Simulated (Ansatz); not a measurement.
The relaxed structure here is a generated cell of Zr2Ge: the first start was made by placing the elements on the sites of a structure type, and the end was not matched to a known phase here, so it may be hypothetical.

The start is a generated trial cell of Zr2Ge in the AFLOW prototype AB2_cF48_227_c_e (as in Ti2C). A full variable-cell relaxation at zero pressure is run with r2SCAN (plane waves to 500 eV, PAW, scalar-relativistic; Ansatz, a quantum-chemistry and plane-wave program). The first steps use a coarse 4×4×4 k-mesh.

The start:
```yaml
crystal:
  lattice:
    - [0.00000, 5.00151, 5.00151]
    - [5.00151, 0.00000, 5.00151]
    - [5.00151, 5.00151, 0.00000]
  atoms:
    - { symbol: Ge, position: [0.62500, 0.62500, 0.62500] }
    - { symbol: Ge, position: [0.12500, 0.62500, 0.62500] }
    - { symbol: Ge, position: [0.62500, 0.12500, 0.62500] }
    - { symbol: Ge, position: [0.62500, 0.62500, 0.12500] }
    - { symbol: Zr, position: [0.87000, 0.87000, 0.87000] }
    - { symbol: Zr, position: [0.39000, 0.87000, 0.87000] }
    - { symbol: Zr, position: [0.87000, 0.39000, 0.87000] }
    - { symbol: Zr, position: [0.87000, 0.87000, 0.39000] }
    - { symbol: Zr, position: [0.38000, 0.38000, 0.38000] }
    - { symbol: Zr, position: [0.86000, 0.38000, 0.38000] }
    - { symbol: Zr, position: [0.38000, 0.86000, 0.38000] }
    - { symbol: Zr, position: [0.38000, 0.38000, 0.86000] }
```

Initial pressure: +25 GPa (positive: the cell is compressed)
Largest initial force: about 4.0 eV/Å, on Zr5, Zr6, Zr7, Zr8, Zr9, Zr10, Zr11, Zr12 (atoms numbered as listed)
Outcome: The space group stays Fd-3m (No. 227) (the run could not lower it); the end is AFLOW prototype AB2_cF48_227_c_e (as in Ti2C), with 12 atoms in the primitive cell
Energy released: 0.44 eV/atom
Volume change: +7.8 %, from 20.85 to 22.48 Å³/atom
Shortest distances (start → end): The closest pairs of elements (up to four, under 3.6 Å), start → end: Ge–Zr 2.45 → 2.67 Å; Zr–Zr 3.40 → 3.33 Å; Ge–Ge 3.54 → 3.63 Å
Band gap at the end: no gap on the sampled points, where the bands overlap only slightly; such a result is sensitive to mesh and level
Optimiser moves: 13

Relaxed structure:

```cif
data_Ge16Zr32
_chemical_formula_sum 'Ge16 Zr32'
_space_group_name_H-M_alt 'Fd-3m :1'
_space_group_IT_number 227
_space_group_name_Hall 'F 4d 2 3 -1d'
_cell_length_a 10.25696
_cell_length_b 10.25696
_cell_length_c 10.25696
_cell_angle_alpha 90.000
_cell_angle_beta 90.000
_cell_angle_gamma 90.000
loop_
_atom_site_label
_atom_site_type_symbol
_atom_site_symmetry_multiplicity
_atom_site_Wyckoff_symbol
_atom_site_fract_x
_atom_site_fract_y
_atom_site_fract_z
_atom_site_occupancy
Ge1 Ge 16 d 0.62500 0.62500 0.62500 1
Zr1 Zr 32 e 0.36485 0.36485 0.36485 1
```
(The calculation used a cell of 12 atoms; values per cell refer to that cell.)

Final values are on a 7×7×7 k-mesh of the relaxed cell. No spin polarisation in the result.

The run could not lose the symmetry of its start, so the end can be a saddle point.
